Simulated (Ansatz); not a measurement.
A: TaSi2 (CrSi2 type, space group P6_222), a = b = 4.776 Å, c = 6.563 Å, α = β = 90.00°, γ = 120.00°
B: TiB2 (AlB2 type, space group P6/mmm), a = b = 3.025 Å, c = 3.223 Å, α = β = 90.00°, γ = 120.00°
C: LaF₃ (space group P6_3/mmc), a = b = 4.1590 Å, c = 7.3410 Å, α = β = 90.00°, γ = 120.00°

Scan: energy against volume (even scaling of the relaxed cell, symmetry kept). One method and one kind of scan serve all of them; meshes and ranges differ. All were relaxed with their symmetry unable to fall. LaF3 is run without spin polarisation. Spin-orbit coupling is left out. TaSi2 is run without spin polarisation. This is one of several known forms of LaF3; the measured ambient cells at hand have space group No. 165. TiB2 is run without spin polarisation.

Put the candidates in order of bulk modulus at fixed cell shape (fitted), highest first, for r2SCAN (plane waves to 500 eV, PAW, scalar-relativistic; Ansatz, an electronic-structure program).

B (263 GPa), A (197 GPa), C (121 GPa)

(Under strain, the slope of the energy per volume gives the stress and its curvature an elastic modulus.)
